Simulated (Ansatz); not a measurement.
An Ansatz (a quantum-chemistry and plane-wave program) input:

Ansatz 0.2 input:
```yaml
crystal:
  lattice:
    - [5.258004422, 0.0, 0.0]
    - [0.0, 5.258004422, 0.0]
    - [0.0, 0.0, 5.258004422]
  atoms:
    - { symbol: Cs, position: [0.0, 0.0, 0.0] }
    - { symbol: Cd, position: [0.5, 0.5, 0.5] }
    - { symbol: Cl, position: [0.0, 0.5, 0.5] }
    - { symbol: Cl, position: [0.5, 0.0, 0.5] }
    - { symbol: Cl, position: [0.5, 0.5, 0.0] }
kpoints:
  mp_grid: { grid: [4, 4, 4] }
  band_path:
    path:
      - [[0.0, 0.0, 0.0], [0.0, 0.5, 0.0], [0.5, 0.5, 0.0], [0.0, 0.0, 0.0], [0.5, 0.5, 0.5], [0.0, 0.5, 0.0]]  # Γ-X-M-Γ-R-X
      - [[0.5, 0.5, 0.5], [0.5, 0.5, 0.0]]  # R-M
      - [VBM, CBM]
    npoints: 12
hamiltonian:
  xc: r2scan
  pseudopotentials: { kind: paw }
magnetization: { noncollinear: true, spin_orbit: true }
scf:
  n_extra_bands: 12
  convergence: { dr2_threshold: 0.0000000001 }
  occupations: { method: gaussian, width: 0.01 }
checkpoint: { write: soc.run }
output: { eigenvalues: true }
```

Q: How many symmetry operations and irreducible k-points will the run report?

A: 48 operations, 10 of 64 k-points.

Q: With a cutoff of 500 eV, how many plane waves at Γ?

A: 3743.

It took very roughly 4 core-minutes on shared server cores.

Space group Pm-3m (cubic perovskite). The first step of the workflow began from a Materials Project structure, measured or hypothetical; the Crystallography Open Database files this formula in space group No. 221, but the cells were not matched. Whether it is the stable phase at ambient conditions was not checked. The r²SCAN relaxation kept the symmetry of its start; its stability against distortions is not shown here.

Potentials: the later of the program's two PAW sets.

Ansatz is a plane-wave DFT program.
